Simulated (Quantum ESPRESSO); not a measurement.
**Band energies of TiO₂**

```
CELL_PARAMETERS angstrom
      4.54535     0.00000     0.00000
      0.00000     5.51962     0.00000
      0.00000     0.00000     4.90920
ATOMIC_POSITIONS crystal
  O  0.72855 0.61828 0.08135
  O  0.27145 0.38172 0.91865
  O  0.77145 0.88172 0.58135
  O  0.22855 0.11828 0.41865
  O  0.22855 0.88172 0.91865
  O  0.77145 0.11828 0.08135
  O  0.27145 0.61828 0.41865
  O  0.72855 0.38172 0.58135
  Ti 0.50000 0.67299 0.75000
  Ti 0.50000 0.32701 0.25000
  Ti 0.00000 0.82701 0.25000
  Ti 0.00000 0.17299 0.75000
```

norm-conserving PBEsol (Quantum ESPRESSO, 84 Ry, without SOC); path ΓXSYΓZURTZ,YT,UX,SR; energies in eV from the valence-band maximum.

| k (1/Å) | point | band 44 | band 45 | band 46 | band 47 | band 48 | band 49 | band 50 | band 51 |
|---|---|---|---|---|---|---|---|---|---|
| 0.00 | Γ | -0.55 | -0.54 | -0.43 | -0.03 | 0.00 | 2.67 | 2.68 | 2.82 |
| 0.23 |  | -0.74 | -0.62 | -0.44 | -0.41 | -0.08 | 2.75 | 2.76 | 2.77 |
| 0.69 | X | -1.30 | -0.50 | -0.50 | -0.26 | -0.26 | 3.10 | 3.10 | 3.25 |
| 1.12 |  | -1.14 | -0.60 | -0.60 | -0.48 | -0.48 | 2.88 | 2.88 | 3.17 |
| 1.33 | S | -1.30 | -0.50 | -0.50 | -0.50 | -0.50 | 2.99 | 2.99 | 2.99 |
| 1.56 |  | -0.96 | -0.63 | -0.63 | -0.36 | -0.36 | 2.91 | 2.91 | 3.12 |
| 2.02 | Y | -1.06 | -0.45 | -0.45 | -0.31 | -0.31 | 2.60 | 2.60 | 3.04 |
| 2.24 |  | -0.88 | -0.81 | -0.31 | -0.28 | -0.20 | 2.69 | 2.70 | 2.95 |
| 2.66 | Γ | -0.55 | -0.54 | -0.43 | -0.03 | 0.00 | 2.67 | 2.68 | 2.82 |
| 3.04 |  | -1.18 | -1.11 | -0.81 | -0.14 | -0.10 | 2.73 | 2.81 | 2.99 |
| 3.23 | Z | -1.34 | -1.22 | -1.22 | -0.15 | -0.15 | 2.79 | 2.79 | 3.23 |
| 3.40 |  | -1.25 | -1.05 | -1.05 | -0.27 | -0.27 | 2.83 | 2.83 | 3.08 |
| 3.75 |  | -1.14 | -0.62 | -0.62 | -0.42 | -0.42 | 2.82 | 2.82 | 3.06 |
| 3.92 | U | -1.05 | -0.56 | -0.56 | -0.37 | -0.37 | 2.97 | 2.97 | 2.98 |
| 4.24 |  | -1.32 | -0.76 | -0.76 | -0.52 | -0.52 | 2.77 | 2.77 | 3.25 |
| 4.56 | R | -1.31 | -0.82 | -0.82 | -0.82 | -0.82 | 2.99 | 2.99 | 2.99 |
| 4.91 |  | -1.22 | -1.02 | -1.02 | -0.36 | -0.36 | 2.78 | 2.78 | 3.14 |
| 5.25 | T | -1.71 | -0.46 | -0.46 | -0.46 | -0.46 | 2.91 | 2.91 | 2.91 |
| 5.41 |  | -1.41 | -0.69 | -0.69 | -0.31 | -0.31 | 2.81 | 2.81 | 3.00 |
| 5.73 |  | -1.28 | -1.11 | -1.11 | -0.19 | -0.19 | 2.76 | 2.76 | 3.16 |
| 5.89 | Z | -1.34 | -1.22 | -1.22 | -0.15 | -0.15 | 2.79 | 2.79 | 3.23 |
| 5.89 | Y | -1.06 | -0.45 | -0.45 | -0.31 | -0.31 | 2.60 | 2.60 | 3.04 |
| 6.18 |  | -1.42 | -0.47 | -0.47 | -0.34 | -0.34 | 2.72 | 2.72 | 2.98 |
| 6.46 | T | -1.71 | -0.46 | -0.46 | -0.46 | -0.46 | 2.91 | 2.91 | 2.91 |
| 6.46 | U | -1.05 | -0.56 | -0.56 | -0.37 | -0.37 | 2.97 | 2.97 | 2.98 |
| 6.75 |  | -1.14 | -0.75 | -0.75 | -0.25 | -0.25 | 3.03 | 3.03 | 3.21 |
| 7.03 | X | -1.30 | -0.50 | -0.50 | -0.26 | -0.26 | 3.10 | 3.10 | 3.25 |
| 7.03 | S | -1.30 | -0.50 | -0.50 | -0.50 | -0.50 | 2.99 | 2.99 | 2.99 |
| 7.22 |  | -1.29 | -0.58 | -0.58 | -0.58 | -0.58 | 2.99 | 2.99 | 2.99 |
| 7.60 | R | -1.31 | -0.82 | -0.82 | -0.82 | -0.82 | 2.99 | 2.99 | 2.99 |

The PBEsol gap is indirect, 2.60 eV, from Γ to Y; the smallest direct gap is 2.67 eV.

Geometry of the Materials Project entry, not relaxed at this level.

This is not the ordinary phase of the substance; no match was found in the copy of COD used, and its stability was not checked.

Letters of k points follow the standard setting of the lattice, whose axes may be ordered differently from the printed cell.
